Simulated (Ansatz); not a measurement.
Bi₂Pd, DFT, PBEsol, all-electron PAW with datasets made for the crystal, scalar-relativistic (Ansatz 0.2.0), run on 1 thread of AMD EPYC 9R45 96-Core Processor (Zen 5) on a shared host.

The cell is COD entry 9012857, as deposited and not checked against the literature; nothing was relaxed. The listed cell was then made from it by scaling, straining or moving an atom.

Command: `ansatz run input.yaml --threads 1 --pin off --max-ram 4096MiB --backend cpu --events-out ev --progress --plain --runs-dir out`

```yaml
crystal:
  lattice:
    - [-1.681, 1.681, 6.36167]
    - [1.681, -1.681, 6.36167]
    - [1.681, 1.681, -6.36167]
  atoms:
    - { symbol: Bi, position: [0.363, 0.363, 0.0] }
    - { symbol: Bi, position: [0.637, 0.637, 0.0] }
    - { symbol: Pd, position: [0.0, 0.0, 0.0] }
kpoints:
  mp_grid: { grid: [15, 15, 15] }
scf:
  occupations: { method: fermi_dirac, width: 0.08 }
hamiltonian:
  xc: pbesol
  pseudopotentials: { kind: all_electron, datasets: crystal }
output:
  forces: true
  stress: true
  eigenvalues: true
  efg: { contact_densities: true }
```

**Question.** How large is the problem that the program sets up?

**Answer.** 288 irreducible k-points, 677 plane waves at Γ, 25 bands.

**Question.** About how long does it take, and how much memory does it use?

**Answer.** 21 s of wall time for 11 SCF iterations, with a peak of 1.3 GiB. Times on shared machines scatter by tens of per cent.

**Question.** And the same cell and mesh by frozen-core PAW, asked for forces, stress, eigenvalues, efg, on the same hardware?

**Answer.** 8.4 s, peak memory 0.78 GiB.
